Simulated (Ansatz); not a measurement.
Li4MoO5 in space group I4 (No. 79; Li on 8c, Mo on 2a, O on 8c, O on 2a), plane-wave PAW r²SCAN (Ansatz code), all energies at zero smearing, with the estimated change up to a 700 eV cutoff added, with one set of potentials and settings (totals compare only within such a set). Cell of 10 atoms (4 Li, 1 Mo, 5 O): -8640.720 eV.

```json
[
 {"element": "Li", "reference phase": "Fm-3m, 1 atoms in the cell", "E (eV/atom)": "-205.1371"},
 {"element": "Mo", "reference phase": "Im-3m, 1 atoms in the cell", "E (eV/atom)": "-4967.5975"},
 {"element": "O", "reference phase": "C2/m, 4 atoms in the cell, spin-polarised", "E (eV/atom)": "-566.0281"}
]
```

Formation energy per atom, worked out: (-8640.720 − 4×(-205.1371) − 1×(-4967.5975) − 5×(-566.0281))/10 = -2.243 eV/atom (-216 kJ per mol of atoms), at 0 K, without zero-point energy or fitted corrections.

The workflow started from a Materials Project entry (that database holds measured and hypothetical structures alike); the Crystallography Open Database copy checked does not list it. COD files the formula under space group No. 2, so this cell is another polymorph or a model. Whether it is the stable phase at ambient conditions was not checked. The r²SCAN relaxation kept the symmetry of its start; whether a distortion lowers the energy is not shown. The run is not spin-polarised. No Hubbard U is applied. The references are the lowest solids computed at this level, not always the standard phases (solids in place of the gases).

Potentials: the later of the program's two PAW sets.
